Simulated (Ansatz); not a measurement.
AlB2W2:
```
AlB2W2
1.0
    1.53879    -5.76579     0.00000
    1.53879     5.76579     0.00000
    0.00000     0.00000     3.12288
Al W B
1 2 2
Direct
  0.00000   0.00000   0.00000
  0.35625   0.64375   0.50000
  0.64375   0.35625   0.50000
  0.20523   0.79477   0.00000
  0.79477   0.20523   0.00000
```

Relaxed with r²SCAN.

Give the Bader charges and basin volumes of the independent atoms, r²SCAN (plane waves, PAW; program Ansatz).



| atom | Bader charge (e) | Bader volume (Å³) |
|---|---|---|
| Al1 | +2.01 | 5.4 |
| W2 | 0.00 | 16.4 |
| B4 | -1.01 | 8.7 |

Space group Cmmm. The start of the workflow was typed in or built on a structure type; neither database checked (COD, Materials Project) lists it. Whether it is the stable phase at ambient conditions was not checked. The r²SCAN relaxation kept the symmetry of its start; whether a distortion lowers the energy is not shown. No spin polarisation was allowed. Scalar-relativistic: spin–orbit coupling is off unless named, which matters more the heavier the elements.

Potentials: the earlier of the program's two PAW sets.
